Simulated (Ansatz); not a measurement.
Re₃B in space group Cmcm (No. 63; Re on 8f, Re on 4c, B on 4c) at seven volumes, PBEsol in the plane-wave PAW code Ansatz, shape and atoms relaxed at each. One row is withheld.

| V (Å³/atom) | P (GPa) |
|---|---|
| 11.112 | 45.60 |
| 11.478 | 27.85 |
| 11.845 | 12.79 |
| 12.211 | 0.00 |
| 12.577 | -10.84 |
| 12.944 | ? |
| 13.310 | -27.70 |

Q: Fit the shown pressures and predict the withheld one.

A: Third-order Birch–Murnaghan: P = (3/2)B₀(x^(7/2) − x^(5/2))[1 + (3/4)(B′ − 4)(x − 1)] with x = (V₀/V)^(2/3). Least squares on the six rows gives V₀ = 12.211 Å³/atom, B₀ = 390.7 GPa, B′ = 4.51. At V = 12.944, x = 0.9619 and P = -19.98 GPa. The run itself gave -20.01 GPa.

The first step of the workflow began from a Materials Project structure, measured or hypothetical; the Crystallography Open Database files this formula in space group No. 63, but the cells were not matched. Whether it is the stable phase at ambient conditions was not checked. The cell was relaxed with PBEsol under the symmetry of its start; whether a distortion lowers the energy is not shown. The run is not spin-polarised. Scalar-relativistic: spin–orbit coupling is off unless named, which matters more the heavier the elements.

Potentials: the later of the program's two PAW sets.
